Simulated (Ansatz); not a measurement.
## Guessed and relaxed cells of Mg3I4F2

Recipe of this trial structure of Mg3I4F2: random cell by space group and Wyckoff sites (P6/mmm, No. 191). Its size is a rough estimate.

POSCAR.start

```
Mg I F
1.0
     5.56295    0.00000    0.00000
    -2.78148    4.81766    0.00000
     0.00000    0.00000    9.44683
Mg I F
3 4 2
Direct
  0.50000 0.00000 0.50000
  0.00000 0.50000 0.50000
  0.50000 0.50000 0.50000
  0.33333 0.66667 0.00000
  0.66667 0.33333 0.00000
  0.00000 0.00000 0.83305
  0.00000 0.00000 0.16695
  0.33333 0.66667 0.50000
  0.66667 0.33333 0.50000
```

Theory: DFT PBE, scalar-relativistic, plane waves, PAW in Ansatz 0.2.0. Cutoff 420 eV, Gaussian smearing, Γ-centred meshes. Cell and atoms relax first on a coarse mesh and then on a finer one. In between, the cell is made exact in the group found at 0.06 Å. In metals the finer mesh still leaves noise of several meV/atom or more. The steps can't lower the symmetry of their start. No spin polarisation in the relaxation; trial moments died out in a coarse test.

POSCAR.end

```
Mg I F
1.0
     6.81937    0.00000    0.00000
    -3.40969    5.90575    0.00000
     0.00000    0.00000    6.36301
Mg I F
3 4 2
Direct
  0.50000 0.00000 0.50000
  0.00000 0.50000 0.50000
  0.50000 0.50000 0.50000
  0.33333 0.66667 0.00000
  0.66667 0.33333 0.00000
  0.00000 0.00000 0.75198
  0.00000 0.00000 0.24802
  0.33333 0.66667 0.50000
  0.66667 0.33333 0.50000
```

The symmetry stays P6/mmm (No. 191). The volume per atom grows by 1.2 %, from 28.1 to 28.5 Å³. The shortest distance goes from 1.61 Å (Mg–F) to 1.97 Å (Mg–F). The ratio c/a of the conventional cell changes by a factor of 0.55. The energy falls by about 1.2 eV/atom (the start's value is from the coarse mesh).

```json
{
  "Volume per atom": "28.5 Å³",
  "Density": "4.0 g/cm³",
  "Energy over the elements": "−1.14 eV/atom",
  "Gap on the 6×6×6 mesh of the 9-atom cell": "0 eV (a metal)"
}
```

Energies over the elements count from the elements' standard structures at the same level (F₂ as a molecule), with no fitted energy shifts. Whether it is stable depends on the other phases of the system, which aren't compared here.

The last run used Gaussian smearing of 0.10 eV. No dispersion correction is applied, so the spacing and binding between layers, chains or molecules are poorly described. Spin–orbit coupling, which can matter for I, is left out. The reference form of I is held partly by dispersion forces, which this level lacks. Symmetry constrained the relaxation, so the result can be a saddle point. In all, the 4 runs took 8.5 min on 1 thread of Intel(R) Xeon(R) Platinum 8488C (Sapphire Rapids), on a shared host.
